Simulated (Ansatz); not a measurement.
Given:

GaAs (zinc blende, F-43m), a = b = c = 5.6589 Å, α = β = γ = 90.00°; the cell used has 2 atoms.

This is the PBEsol-relaxed structure.

Question: All from plane-wave PAW PBEsol (Ansatz code), unless another level is named. Predict the hole effective mass, band 3 of 3 at the edge.

Answer: 0.025 along [100], 0.023 along [110], 0.023 along [111] (mₑ).

Question: Next, the hole effective mass, band 1 of 3 at the edge?

Answer: 0.34 along [100], 2.5 along [110], 0.80 along [111] (mₑ).

Question: What about the weight of the valence-edge state by species (Voronoi cells)?

Answer: As 75 %, Ga 25 %.

Question: Next, the valence-band maximum?

Answer: at Γ.

The PBEsol relaxation kept the symmetry of its start. Scalar-relativistic: spin–orbit coupling is off unless named, which matters more the heavier the elements.

Potentials: the later of the program's two PAW sets.

Edges and masses are those of Kohn–Sham bands, whose gap is no quasiparticle gap.
